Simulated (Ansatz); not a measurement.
All numbers below come from Ansatz, DFT PBE, scalar-relativistic, plane waves, PAW.

Structure of TlPt:

```xyz
6
Lattice="6.5768 0.0000 0.0000 -3.2884 5.6957 0.0000 0.0000 0.0000 3.9904" Properties=species:S:1:pos:R:3 pbc="T T T"
Tl   -1.6442    2.8478    0.0000
Tl    3.2884    0.0000    0.0000
Tl    1.6442    2.8478    0.0000
Pt    0.0000    0.0000    0.0000
Pt    3.2884    1.8986    1.9952
Pt    0.0000    3.7971    1.9952
```

Plane waves to 420 eV, a k mesh through Γ of 6×6×10 on the computed 6-atom cell and Gaussian smearing (0.10 eV); no spin polarisation.

Levels along Γ–M–K–Γ–A–L–H–A | L–M | H–K, in eV from the Fermi level, sorted by energy at each point. Points in fractions of the primitive reciprocal vectors: Γ (0.000 0.000 0.000), M (0.500 0.000 0.000), K (0.333 0.333 0.000), A (0.000 0.000 0.500), L (0.500 0.000 0.500), H (0.333 0.333 0.500).
```
point k (1/Å, with 2π) band 44  band 45  band 46  band 47  band 48  band 49  band 50
    Γ             0.000    -0.71    -0.48    -0.48    -0.25    -0.23    -0.23     1.67
    -             0.079    -0.72    -0.71    -0.65    -0.38    -0.01     0.29     1.73
    -             0.158    -0.87    -0.73    -0.71    -0.36     0.35     0.93     1.92
    -             0.236    -1.05    -0.75    -0.71    -0.30     0.77     1.62     2.19
    -             0.315    -0.95    -0.76    -0.71    -0.16     1.24     2.22     2.54
    -             0.394    -0.84    -0.77    -0.71     0.11     1.75     2.28     2.92
    -             0.473    -0.78    -0.77    -0.71     0.48     1.85     2.30     3.27
    M             0.552    -0.77    -0.76    -0.71     0.75     1.54     2.79     3.02
    -             0.597    -0.77    -0.75    -0.71     0.70     1.48     2.86     3.08
    -             0.643    -0.77    -0.72    -0.72     0.59     1.34     3.05     3.22
    -             0.688    -0.76    -0.72    -0.67     0.45     1.14     3.32     3.41
    -             0.734    -0.76    -0.72    -0.57     0.31     0.92     3.62     3.64
    -             0.779    -0.75    -0.73    -0.43     0.18     0.69     3.82     3.84
    -             0.825    -0.74    -0.73    -0.28     0.13     0.46     3.98     4.04
    K             0.870    -0.74    -0.74    -0.21     0.24     0.24     4.17     4.17
    -             0.961    -0.75    -0.73    -0.28    -0.17     0.87     3.50     3.73
    -             1.052    -0.76    -0.72    -0.52    -0.35     1.65     2.63     3.25
    -             1.143    -0.81    -0.76    -0.71    -0.38     1.82     2.23     2.78
    -             1.234    -1.02    -0.76    -0.71    -0.40     1.11     1.88     2.35
    -             1.325    -0.91    -0.74    -0.71    -0.40     0.52     1.12     1.99
    -             1.416    -0.72    -0.71    -0.68    -0.39     0.05     0.38     1.75
    Γ             1.507    -0.71    -0.48    -0.48    -0.25    -0.23    -0.23     1.67
    -             1.619    -0.73    -0.47    -0.47    -0.29    -0.10    -0.10     1.21
    -             1.732    -0.77    -0.52    -0.44    -0.44     0.20     0.20     0.48
    -             1.844    -0.82    -0.76    -0.38    -0.38     0.25     0.51     0.51
    -             1.957    -0.87    -0.65    -0.25    -0.25     0.35     0.77     0.77
    -             2.069    -0.91    -0.55     0.00     0.00     0.63     0.97     0.97
    -             2.182    -0.93    -0.51     0.42     0.42     0.97     1.08     1.08
    A             2.294    -0.93    -0.49     1.00     1.00     1.01     1.01     1.08
    -             2.373    -0.95    -0.54     0.55     0.69     0.90     1.02     1.08
    -             2.452    -0.99    -0.67     0.11     0.43     0.80     1.02     1.27
    -             2.531    -1.05    -0.73    -0.24     0.31     0.71     1.03     1.59
    -             2.609    -1.12    -0.72    -0.50     0.25     0.65     1.04     2.02
    -             2.688    -1.19    -0.69    -0.66     0.23     0.61     1.05     2.35
    -             2.767    -1.25    -0.74    -0.68     0.21     0.58     1.05     2.57
    L             2.846    -1.27    -0.77    -0.67     0.21     0.57     1.06     2.55
    -             2.891    -1.23    -0.76    -0.70     0.20     0.60     0.99     2.62
    -             2.937    -1.14    -0.76    -0.76     0.18     0.67     0.82     2.54
    -             2.982    -1.03    -0.85    -0.75     0.16     0.61     0.74     2.50
    -             3.028    -0.95    -0.91    -0.74     0.14     0.39     0.81     2.54
    -             3.073    -1.04    -0.79    -0.72     0.13     0.20     0.85     2.66
    -             3.119    -1.12    -0.71    -0.71     0.06     0.13     0.86     2.85
    H             3.164    -1.18    -0.69    -0.69     0.01     0.13     0.87     3.11
    -             3.255    -1.11    -0.83    -0.65     0.13     0.16     0.86     2.55
    -             3.346    -1.04    -0.99    -0.59     0.15     0.44     0.88     2.05
    -             3.437    -1.00    -0.99    -0.50     0.18     0.71     0.90     1.60
    -             3.528    -0.96    -0.89    -0.32     0.23     0.90     0.94     1.25
    -             3.619    -0.98    -0.73     0.01     0.36     0.98     0.99     1.03
    -             3.710    -0.95    -0.56     0.48     0.63     0.95     1.01     1.01
    A             3.801    -0.93    -0.49     1.00     1.00     1.01     1.01     1.08
    L             3.801    -1.27    -0.77    -0.67     0.21     0.57     1.06     2.55
    -             3.914    -1.23    -0.74    -0.64     0.10     0.13     1.59     2.60
    -             4.026    -0.93    -0.63    -0.42    -0.35    -0.05     2.31     2.35
    -             4.138    -0.89    -0.64    -0.49    -0.27     0.58     1.87     2.63
    -             4.251    -0.93    -0.73    -0.64     0.50     1.41     1.62     2.72
    -             4.364    -0.83    -0.73    -0.72     1.05     1.38     2.40     2.76
    -             4.476    -0.79    -0.75    -0.72     0.82     1.60     2.78     2.91
    M             4.588    -0.77    -0.76    -0.71     0.75     1.54     2.79     3.02
    H             4.588    -1.18    -0.69    -0.69     0.01     0.13     0.87     3.11
    -             4.701    -1.14    -0.64    -0.64    -0.40     0.41     1.10     2.85
    -             4.813    -1.04    -0.70    -0.42    -0.42     0.33     1.81     2.32
    -             4.926    -0.92    -0.87     0.14     0.17     0.17     1.74     1.74
    -             5.038    -0.84    -0.84    -0.02     0.93     0.93     1.35     1.35
    -             5.151    -0.79    -0.79    -0.14     0.65     0.65     2.29     2.29
    -             5.263    -0.75    -0.75    -0.20     0.35     0.35     3.42     3.42
    K             5.376    -0.74    -0.74    -0.21     0.24     0.24     4.17     4.17
```

Spin-orbit coupling is left out, which matters for the bands of heavy elements.

Cost: 1 run of about 3.6 core-minutes, on Arm Neoverse N1 (shared hosts).